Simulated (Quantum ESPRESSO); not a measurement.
# Ti4Os2MoIn: one composition in several site orders

Simulated, not a measurement. The program is pw.x of Quantum ESPRESSO 7.5 (plane-wave density functional theory). The cell is made up: eight metal atoms on a face-centred cubic lattice, with elements, volume, strain and displacements drawn at random and not relaxed, so it may be unstable or far from any real phase. PseudoDojo standard norm-conserving files set the functional (PBE unless stated); there is no spin polarisation or spin-orbit coupling, the Fermi-Dirac width of 0.25 eV means electrons at about 2900 K, and the masses in the input are unused placeholders. Heavy elements are run without spin-orbit coupling, which real alloys of them have. A spin test at this wide smearing found no moment, but such smearing suppresses magnetism that the real alloy may have.

The runs put one composition on the sites in different orders. Cell, positions, cutoff, mesh and smearing stay as in the input of run 1; sites are counted in its order. Stress in the tables is positive in tension.

Input of run 1:

```
&control calculation='scf', pseudo_dir='./dojo.nc.sr.pbe.v0_5.standard.upf', outdir='./o', disk_io='minimal', tprnfor=.true., tstress=.true. /
&system ibrav=0, nat=8, ntyp=4, nbnd=71, ecutwfc=84.00895049, nosym=.true., tot_charge=0,
 occupations='smearing', smearing='fd', degauss=0.0183746611
/
&electrons conv_thr=1.470e-08, electron_maxstep=70, mixing_beta=0.5 /
ATOMIC_SPECIES
In 1.0 In.upf
Mo 1.0 Mo.upf
Os 1.0 Os.upf
Ti 1.0 Ti.upf
CELL_PARAMETERS angstrom
0.0 2.0349 2.0349
-4.0698 0.0 0.0
0.0 -8.1395 8.1395
ATOMIC_POSITIONS angstrom
Ti 0.0004 0.0139 0.0033
Os 0.0163 -2.0273 1.9748
Ti -0.0189 -4.085 4.0389
Ti -0.0157 -6.0458 6.1359
Mo -2.01 0.06 2.0679
Ti -2.0568 -1.9856 4.1428
In -1.9684 -4.1214 6.1531
Os -2.0354 -6.1484 8.0992
K_POINTS automatic
8 6 2 1 1 1
```

```
run  elements on sites 1 to 8  free energy less that of run 1 (eV)  -TS (eV)  pressure (GPa)  stress xx (GPa)  stress yy (GPa)  stress zz (GPa)  stress yz (GPa)  stress xz (GPa)  stress xy (GPa)  iterations
  1   Ti Os Ti Ti Mo Ti In Os                                0.000    -2.124           -4.09             7.44             2.11             2.72            -2.17            -0.12             0.18          21
  2   Os Os Ti Mo In Ti Ti Ti                                1.079    -2.086           -1.97             3.98             1.84             0.08            -2.47             0.28            -0.45          21
  3   Ti In Os Ti Ti Ti Mo Os                                0.007    -2.132           -4.14             6.94             2.49             2.99            -2.47            -0.19             0.24          24
  4   Ti Os Mo Os In Ti Ti Ti                                0.329    -2.171           -3.18             6.67             1.03             1.84            -2.24             0.07            -0.17          22
  5   Os Mo Ti Ti In Ti Ti Os                                1.531    -2.055           -2.23             0.52             3.10             3.07            -2.50             0.03            -0.10          31
  6   Os Mo Ti Os Ti In Ti Ti                               -0.066    -2.147           -3.71             7.86             2.17             1.09            -1.40            -0.03             0.05          21
```

Forces Fx Fy Fz (eV/Å):

```
site             run 1              run 2             run 3             run 4             run 5             run 6
   1   0.08 0.50 -0.44    0.10 0.99 -0.87   0.06 1.18 -1.11   0.12 0.20 -0.35   0.10 1.09 -1.15   0.04 -0.05 0.05
   2   -0.03 0.17 0.13    0.00 -1.02 1.33  -0.13 -0.01 0.80  -0.02 -0.76 1.07  -0.04 -0.21 0.71  -0.21 0.86 -0.26
   3   0.37 0.85 -0.28     0.27 0.21 0.21   0.13 -0.46 0.49   0.22 -0.02 0.32    0.22 0.09 0.34   0.18 -0.36 0.83
   4   0.54 -1.72 1.42    0.33 -0.22 0.00   0.26 -0.52 0.27   0.21 -0.33 0.21   0.36 -1.34 1.06   0.17 0.05 -0.17
   5  -0.09 -0.77 0.44  -0.18 -0.33 -0.18  -0.14 0.42 -0.88  -0.19 -0.65 0.20  -0.19 0.10 -0.72  -0.06 0.55 -0.61
   6   0.08 0.80 -1.39    0.08 0.80 -1.10   0.24 -1.57 1.15   0.01 0.60 -0.75   0.14 0.10 -0.50  0.24 -0.27 -0.58
   7  -0.92 0.60 -0.44   -0.49 0.30 -0.20  -0.38 0.94 -0.83  -0.30 -0.06 0.06   -0.58 0.13 0.03  -0.29 -0.60 0.59
   8  -0.01 -0.42 0.56   -0.10 -0.72 0.80   -0.04 0.01 0.11  -0.05 1.02 -0.76   -0.01 0.05 0.23  -0.07 -0.17 0.14
```

The sites are displaced and not relaxed, so the energy differences mix bonding between neighbours with strain and are not ordering energies. A rerun of one cell of this series at a higher cutoff and on a denser mesh moved values by no more than 0.003 eV in energy, 0.04 GPa in stress and 0.004 eV/Å in force, and a second program with other atomic files agreed on that cell to 2 % rms in force and 0.5 GPa in pressure.